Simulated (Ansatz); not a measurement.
This run works on a proposed trial structure, not on a known crystal.

Input and command of a plane-wave DFT calculation in Ansatz:

```yaml
crystal:
  lattice:
    - [3.6360559696, 0.0, 0.0]
    - [0.0005445813, 3.6366920858, 0.0]
    - [0.2039214314, 0.2932214771, 17.7433698986]
  atoms:
    - { symbol: Be, position: [0.5037607389, 0.4968595272, 0.000808707] }
    - { symbol: Be, position: [0.0036971126, 0.9968684662, 0.0008202801] }
    - { symbol: Se, position: [0.9995038494, 0.4907385699, 0.0769309745] }
    - { symbol: Se, position: [0.5079708518, 0.0030106136, 0.9246969539] }
    - { symbol: Se, position: [0.4648095409, 0.9866742599, 0.6579059211] }
    - { symbol: Se, position: [0.0222309192, 0.5444217857, 0.614389412] }
    - { symbol: Se, position: [0.0275436542, 0.4652188836, 0.3404516497] }
    - { symbol: Se, position: [0.4704833329, 0.0162078938, 0.3839961018] }
basis:
  ecutwfc: 420
kpoints:
  mp_grid: { grid: [8, 8, 2] }
hamiltonian:
  xc: pbe
scf:
  occupations: { method: gaussian, width: 0.02 }
output:
  forces: true
  stress: true
  eigenvalues: true
relax:
  adjacent_minimum: "off"
  f_tol: 0.01
  max_steps: 80
  cell: { stress_tol: 0.05 }
```

```bash
ansatz run input.yaml --threads 1 --pin off --max-ram 2560MiB --backend cpu --events-out ev --progress --plain --runs-dir out
```

Processor: Intel(R) Xeon(R) 6975P-C (Granite Rapids), 1 thread, on a host shared with other jobs.

How long does it run, and how much memory does it take?

About 3.4 min, peak memory 0.91 GiB. It solves 60 bands at 68 k points (after reduction by symmetry) with about 4591 plane waves (on the last cell), in 36 SCF iterations over 5 ionic steps.
